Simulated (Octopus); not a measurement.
Cu (Fm-3m, No. 225):
```
CELL_PARAMETERS angstrom
      0.00000     1.78872     1.78872
      1.78872     0.00000     1.78872
      1.78872     1.78872     0.00000
ATOMIC_POSITIONS crystal
  Cu 0.00000 0.00000 0.00000
```
The cell is a database entry, not relaxed again.

Computed with Octopus (real-space grid): LDA, grid spacing about 0.15 Å, Γ-centred 14×14×14 k-mesh, Fermi-Dirac smearing of 0.1 eV, no spin polarisation, PseudoDojo 0.4 LDA potentials.

Energies in eV against the Fermi level; 19 electrons a cell outside the pseudopotentials' cores.

| k-point (reduced) | band 6 | band 7 | band 8 | band 9 | band 10 | band 11 | band 12 | band 13 |
|---|---|---|---|---|---|---|---|---|
| Γ (0.000, 0.000, 0.000) | -3.10 | -3.10 | -3.10 | -2.16 | -2.16 | 22.98 | 25.61 | 25.61 |
| X (0.500, 0.000, 0.500) | -4.59 | -1.57 | -1.45 | -1.45 | 1.38 | 7.32 | 13.17 | 13.17 |
| U (0.625, 0.250, 0.625) | -4.21 | -2.84 | -2.02 | -1.66 | 4.35 | 5.81 | 8.01 | 15.32 |
| K (0.375, 0.375, 0.750) | -4.21 | -2.84 | -2.02 | -1.66 | 4.35 | 5.81 | 8.01 | 15.32 |
| L (0.500, 0.500, 0.500) | -3.11 | -3.11 | -1.58 | -1.58 | -1.15 | 3.86 | 21.46 | 22.33 |
| W (0.500, 0.250, 0.750) | -3.65 | -3.65 | -2.21 | -1.45 | 6.26 | 6.26 | 8.51 | 8.90 |
